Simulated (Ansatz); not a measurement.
The end of the path is a generated cell of AlAu: the first start was made by a random draw of sites in a space group, and the end was not matched to a known phase here, so it may be hypothetical.

A geometry of AlAu away from equilibrium: step 8 of the relaxation of a randomly generated symmetric cell of AlAu (space group No. 107). Calculation: PBEsol (plane waves to 420 eV, PAW, scalar-relativistic; Ansatz, a program for electronic structure). Γ-centred k-mesh 11×11×11 on the run's cell (coarser than for final values), Fermi–Dirac smearing 0.05 eV. The plane waves were selected for a different cell earlier on the path.

```yaml
crystal:
  lattice:
    - [-2.08086, 2.08086, 6.03046]
    - [2.08086, -2.08086, 6.03046]
    - [2.08086, 2.08086, -6.03046]
  atoms:
    - { symbol: Al, position: [0.51762, 0.01762, 0.50000] }
    - { symbol: Al, position: [0.01762, 0.51762, 0.50000] }
    - { symbol: Al, position: [0.17980, 0.17980, 0.00000] }
    - { symbol: Au, position: [0.87773, 0.87773, 0.00000] }
    - { symbol: Au, position: [0.38667, 0.38667, 0.00000] }
    - { symbol: Au, position: [0.64930, 0.64930, 0.00000] }
```

**Question.** Give the Cartesian forces on all atoms (eV/Å).

**Answer.** 
```json
[
 {"atom": "Al1", "Fx": "0.00", "Fy": "0.00", "Fz": "-0.03"},
 {"atom": "Al2", "Fx": "0.00", "Fy": "0.00", "Fz": "-0.03"},
 {"atom": "Al3", "Fx": "0.00", "Fy": "0.00", "Fz": "0.38"},
 {"atom": "Au4", "Fx": "0.00", "Fy": "0.00", "Fz": "0.14"},
 {"atom": "Au5", "Fx": "0.00", "Fy": "0.00", "Fz": "-0.46"},
 {"atom": "Au6", "Fx": "0.00", "Fy": "0.00", "Fz": "0.00"}
]
```

The path ends in I4mm (No. 107). No spin polarisation in the result.

The run could not lose the symmetry of its start, so the end can be a saddle point.
